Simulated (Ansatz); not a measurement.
## SnSe (Fm-3m), a vibration from a frozen displacement

Method: DFT LDA, scalar-relativistic, plane waves, PAW (Ansatz 0.2.0). Cutoff 420 eV, Γ-centred 8×8×8 k-points, Gaussian smearing of 0.05 eV. No spin polarisation. Energies are free energies at this smearing, counted from the undisturbed cell; pressure is positive in compression.

The starting cell (as given, not relaxed at this level; it stands at -3.4 GPa; this rock-salt form isn't the usual structure):

```
Sn Se
1.0
     0.00000    3.01000    3.01000
     3.01000    0.00000    3.01000
     3.01000    3.01000    0.00000
Sn Se
1 1
Direct
  0.00000 0.00000 0.00000
  0.50000 0.50000 0.50000
```

Every Se atom is moved by x along the Cartesian unit vector (0.000, 0.000, -1.000); the cell and all other atoms stay fixed. The cell's volume is 54.54 Å³; the moved atoms weigh 78.971 u together and the others 118.710 u. Some rows repeat others by symmetry and weren't run.

| x (Å) | ΔE (meV/cell) | total force on the moved atoms along the move (eV/Å) | pressure (GPa) |
| --- | --- | --- | --- |
| -0.3000 | 15.72 | 0.2832 | -1.9557 |
| -0.2625 | 7.16 | 0.1778 | -2.2990 |
| -0.2250 | 2.06 | 0.0983 | -2.5888 |
| -0.1875 | -0.50 | 0.0423 | -2.8288 |
| -0.1500 | -1.36 | 0.0069 | -3.0220 |
| -0.1125 | -1.24 | -0.0111 | -3.1706 |
| -0.0750 | -0.70 | -0.0154 | -3.2760 |
| -0.0375 | -0.20 | -0.0101 | -3.3389 |
| 0.0000 | 0.00 | 0.0000 | -3.3599 |
| 0.0375 | -0.20 | 0.0101 | -3.3389 |
| 0.0750 | -0.70 | 0.0154 | -3.2760 |
| 0.1125 | -1.24 | 0.0111 | -3.1706 |
| 0.1500 | -1.36 | -0.0069 | -3.0220 |
| 0.1875 | -0.50 | -0.0423 | -2.8288 |
| 0.2250 | 2.06 | -0.0983 | -2.5888 |
| 0.2625 | 7.16 | -0.1778 | -2.2990 |
| 0.3000 | 15.72 | -0.2832 | -1.9557 |

Problem. What frequency belongs to this motion?

Solution. The force constant is k = −dF/dx = -0.269 eV/Å², from the parabola through x = -0.0375, 0 and 0.0375. In every cell the moved atoms swing against the rest, so the mass is μ = m₁m₂/(m₁ + m₂) = 47.423 u, and ν̃ = 521.5 cm⁻¹ × √(|k|/μ) = 39i cm⁻¹, at this cell's pressure of -3.4 GPa. To first order in x, and within 1 %, the force on every atom lies along the move and, within each of the two groups, in proportion to the atom's mass, so this is itself a mode at the zone centre of this cell, taken without macroscopic field (the transverse frequency in a polar insulator).

Problem. Where does the displacement stop?

Solution. The energy turns up again: a parabola through the lowest point and its two neighbours puts the minimum at x ≈ -0.14 Å, 1 meV a cell below the start. A quartic well E = kx²/2 + bx⁴ through that position would be −kx₀²/4 = 1 meV deep. For scale, k_BT is 26 meV at 300 K, but cells are coupled, so the depth doesn't fix a transition temperature; relaxing the other atoms and the cell can only lower the minimum further below this start.